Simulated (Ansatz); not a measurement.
A geometry of HgTe away from equilibrium: step 2 of the relaxation of a relaxed HgTe cell displaced along its unstable phonon at q = (½, ½, 0) of its primitive reciprocal cell (146i cm⁻¹), largest move 0.15 Å. All values below come from PBEsol (plane waves to 420 eV, PAW, scalar-relativistic; Ansatz, an electronic-structure program). Γ-centred k-mesh 8×8×4 on the run's cell (coarser than for final values), Fermi–Dirac smearing 0.05 eV. The plane waves were selected for a different cell earlier on the path.

```
HgTe
1.0
    8.50863     0.00000     0.00000
    4.25432     4.25432     0.00000
    0.00000     0.00000     8.04240
Hg Te
4 4
Direct
  0.75000   0.50000   0.00000
  0.25000   0.50000   0.00000
  0.25000   0.00000   0.50000
  0.75000   0.00000   0.50000
  0.00000   0.00000   0.20602
  0.50000   0.00000   0.29398
  0.00000   0.00000   0.70602
  0.50000   0.00000   0.79398
```

Task: Give the Cartesian forces on all atoms (eV/Å).

Result: 
```json
[
 {"atom": "Hg1", "Fx": "0.00", "Fy": "0.00", "Fz": "0.00"},
 {"atom": "Hg2", "Fx": "0.00", "Fy": "0.00", "Fz": "0.00"},
 {"atom": "Hg3", "Fx": "0.00", "Fy": "0.00", "Fz": "0.00"},
 {"atom": "Hg4", "Fx": "0.00", "Fy": "0.00", "Fz": "0.00"},
 {"atom": "Te5", "Fx": "0.00", "Fy": "0.00", "Fz": "-0.34"},
 {"atom": "Te6", "Fx": "0.00", "Fy": "0.00", "Fz": "0.34"},
 {"atom": "Te7", "Fx": "0.00", "Fy": "0.00", "Fz": "-0.34"},
 {"atom": "Te8", "Fx": "0.00", "Fy": "0.00", "Fz": "0.34"}
]
```

The path ends in P4₂/ncm (No. 138). No spin polarisation in the result. Without a van der Waals term the distances between weakly bound units are poorly fixed.

The run could not lose the symmetry of its start, so the end can be a saddle point.

The end of the path is a generated cell of HgTe: the first start was made by placing the elements on the sites of a structure type, and the end was not matched to a known phase here, so it may be hypothetical. Known forms of HgTe include space group No. 216.
